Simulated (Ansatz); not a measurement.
## Eu3Ag (Pm-3m): the volume from the results

```
CELL_PARAMETERS angstrom
5.10374 0.00000 0.00000
0.00000 5.10374 0.00000
0.00000 0.00000 5.10374
ATOMIC_POSITIONS crystal
Eu 0.00000 0.50000 0.50000
Eu 0.50000 0.00000 0.50000
Eu 0.50000 0.50000 0.00000
Ag 0.00000 0.00000 0.00000
```

The reference geometry is a structure from the Materials Project; nothing is relaxed.

Settings: LDA, 6×6×6 k mesh, Fermi–Dirac smearing of 0.08 eV. PAW means Ansatz 0.2.0 on its default frozen-core files. Site moments are integrated in spheres about the atoms. Start moments (μB): Eu1 7, Eu2 7, Eu3 7.

The cell is scaled evenly, and every run starts from the same moments. Some of the runs:

| V/V₀ | cell moment (μB) | largest site moment (μB) | F − F(V₀) (meV/atom) | pressure (GPa) |
| --- | --- | --- | --- | --- |
| 0.8 | 22.21 | 7.02 | -78 | 1.4 |
| 0.92 | 22.30 | 7.06 | -56 | -2.6 |
| 1.04 | 22.30 | 7.09 | 35 | -4.5 |

**Question.** Another run of the series gave cell moment (μB) = 21.94, largest site moment (μB) = 6.92, F − F(V₀) (meV/atom) = 95, pressure (GPa) = 12.3. At which V/V₀ was it made?
A. 0.86
B. 0.66
C. 0.74
D. 0.96
E. 1.1
F. 1.25

**Answer.** B. V/V₀ = 0.66.

**Question.** Another run of the series gave cell moment (μB) = 22.31, largest site moment (μB) = 7.08, F − F(V₀) (meV/atom) = -31, pressure (GPa) = -3.4. At which V/V₀ was it made?
A. 0.96
B. 0.74
C. 0.86
D. 1.25
E. 0.66
F. 1.1

**Answer.** A. V/V₀ = 0.96.

The whole series:

```tsv
V/V₀	cell moment (μB)	largest site moment (μB)	F − F(V₀) (meV/atom)	pressure (GPa)
0.66	21.94	6.92	95	12.3
0.74	22.12	6.98	-41	4.8
0.8	22.21	7.02	-78	1.4
0.86	22.27	7.04	-80	-1.0
0.92	22.30	7.06	-56	-2.6
0.96	22.31	7.08	-31	-3.4
1	22.31	7.09	0	-4.0
1.04	22.30	7.09	35	-4.5
1.1	22.27	7.10	94	-4.9
1.25	22.18	7.11	255	-5.4
```

The PAW files were made with PBE; the program remakes their cores once for the run's functional and then keeps them frozen. Without U a semilocal functional puts the f levels too near the Fermi level, which can change moments and the order of magnetic states; site and cell moments are spin moments. Under strong compression frozen cores are worth checking against an all-electron run. Spin–orbit coupling is left out although heavy atoms are present. With open f shells a run can end in a state that isn't the lowest. These are results for the start and cell typed. The real compound can order otherwise, in a larger cell, or not at all, since semilocal functionals at zero temperature often overstate magnetism.
